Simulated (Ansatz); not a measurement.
TiGe (NiAs type, P6_3/mmc) under volume change, the program Ansatz at the PBE level (PAW), shape and atoms relaxed at each volume.

```json
[
 {"V (Å³/atom)": "16.450", "E − E(relaxed) (meV/atom)": "54.0", "P (GPa)": "11.21"},
 {"V (Å³/atom)": "16.993", "E − E(relaxed) (meV/atom)": "23.0", "P (GPa)": "7.11"},
 {"V (Å³/atom)": "17.535", "E − E(relaxed) (meV/atom)": "5.5", "P (GPa)": "3.31"},
 {"V (Å³/atom)": "18.077", "E − E(relaxed) (meV/atom)": "0.0", "P (GPa)": "0.01"},
 {"V (Å³/atom)": "18.620", "E − E(relaxed) (meV/atom)": "4.9", "P (GPa)": "-2.85"},
 {"V (Å³/atom)": "19.162", "E − E(relaxed) (meV/atom)": "18.8", "P (GPa)": "-5.30"},
 {"V (Å³/atom)": "19.704", "E − E(relaxed) (meV/atom)": "40.4", "P (GPa)": "-7.39"}
]
```

Task: What does a third-order Birch–Murnaghan fit give for V₀, B₀ and B′?

Result: V₀ = 18.08 Å³/atom, B₀ = 101 GPa, B′ = 3.5.

A made-up cell: these elements were put on the sites of a structure type; neither database checked (COD, Materials Project) lists it. Whether it is the stable phase at ambient conditions was not checked. The cell was relaxed with PBE under the symmetry of its start; whether a distortion lowers the energy is not shown. No spin polarisation was allowed.

Potentials: the later of the program's two PAW sets.
